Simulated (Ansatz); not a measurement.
This run works on a generated trial structure, not on a known crystal.

Input and command of a plane-wave DFT calculation in Ansatz:

```yaml
crystal:
  lattice:
    - [3.8520232628, 0.0, 0.0]
    - [-1.9260116314, 3.3359500015, 0.0]
    - [0.0, 0.0, 12.7349580531]
  atoms:
    - { symbol: Ca, position: [0.0, 0.0, 0.0] }
    - { symbol: Ca, position: [0.6666666667, 0.3333333333, 0.7468648317] }
    - { symbol: Ca, position: [0.6666666667, 0.3333333333, 0.2531351683] }
    - { symbol: Yb, position: [0.0, 0.0, 0.5] }
basis:
  ecutwfc: 420
kpoints:
  mp_grid: { grid: [12, 12, 4] }
  band_path:
    path:
      - [[0.0, 0.0, 0.0], [0.5, 0.0, 0.0], [0.33333333, 0.33333333, 0.0], [0.0, 0.0, 0.0], [0.0, 0.0, 0.5], [0.5, 0.0, 0.5], [0.33333333, 0.33333333, 0.5], [0.0, 0.0, 0.5]]
      - [[0.5, 0.0, 0.5], [0.5, 0.0, 0.0]]
      - [[0.33333333, 0.33333333, 0.5], [0.33333333, 0.33333333, 0.0]]
    npoints: 10
hamiltonian:
  xc: pbe
scf:
  occupations: { method: gaussian, width: 0.1 }
output:
  forces: true
  stress: true
  eigenvalues: true
  populations: true
  dos: { projected: true, de: 0.02 }
  bader: false
  write_density: true
  write_potential: true
  elf: true
  volumetric_format: npy
magnetization:
  noncollinear: true
  spin_orbit: true
```

```bash
ansatz run input.yaml --threads 1 --pin off --max-ram 2560MiB --backend cpu --events-out ev --progress --plain --runs-dir out
```

Processor: Arm Neoverse V2, 1 thread, on a host shared with other jobs.

Estimate time, memory and problem size.

About 8.5 min, peak memory 1.7 GiB. It solves 66 bands at 57 k points (after reduction by symmetry) with about 3211 plane waves, in 21 SCF iterations.
